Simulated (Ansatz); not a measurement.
The lowest calculated structure of SnO and denser ones, each relaxed at zero pressure. Level of theory: r2SCAN (plane waves to 500 eV, PAW, scalar-relativistic; Ansatz, a first-principles code).

```tsv
structure	E − E(first row) (eV/atom)	V (Å³/atom)
P4/nmm, tP4, AFLOW prototype AB_tP4_129_a_c (B10, as in PbO)	0	17.91
P4/mmm, tP4	0.56	15.47
Pm-3m, cP2, CsCl type	0.95	14.93
P4₂/mmc, tP4	0.34	15.98
I2₁3, cI16	0.774	16.69
Pmma, oP8	0.29	15.60
```

Problem. Estimate from H = E + PV, with the volumes held at these values, the pressure at which each denser structure becomes favourable. Which of these comes first?

Solution. The enthalpies cross at P = ΔE / (−ΔV); 1 eV/Å³ is 160.2 GPa.
- Pmma, oP8: 0.29 / (17.91 − 15.60) × 160.2 ≈ 20 GPa
- P4₂/mmc, tP4: 0.34 / (17.91 − 15.98) × 160.2 ≈ 28 GPa (too high for this estimate to mean much)
- P4/mmm, tP4: 0.56 / (17.91 − 15.47) × 160.2 ≈ 37 GPa (too high for this estimate to mean much)
- Pm-3m, cP2, CsCl type: 0.95 / (17.91 − 14.93) × 160.2 ≈ 51 GPa (too high for this estimate to mean much)
- I2₁3, cI16: 0.774 / (17.91 − 16.69) × 160.2 ≈ 100 GPa (too high for this estimate to mean much)

First among these: Pmma, oP8, near 20 GPa. This leaves out the compression of both phases, so the common tangent of the full E(V) curves can lie elsewhere, the more so the higher the pressure; energy differences of these cells are good to about 0.01 eV/atom.

Probably no minimum, since a slightly shaken restart fell lower: Pm-3m, cP2, CsCl type (by 0.59 eV/atom, to P3m1); P4₂/mmc, tP4 (by 0.05 eV/atom, to Pmma). 1 run with a doubtful electronic state, a coarser numerical grid, an end not at rest or a source that can't be used is left out. 11 generated cells of layers, chains or molecules, poorly bound without dispersion, are left out. Each run could gain symmetry but not lose that of its start, so entries can be saddle points. From databases, or of a type measured for this composition: P4/nmm, tP4, AFLOW prototype AB_tP4_129_a_c (B10, as in PbO); the others are generated cells (placed on structure types, drawn at random, substituted or restacked) that were not matched to a known phase here. Static energies at zero pressure. Each cell has its own k-point mesh; energy differences are given only to the digits this allows. No spin polarisation in the result.
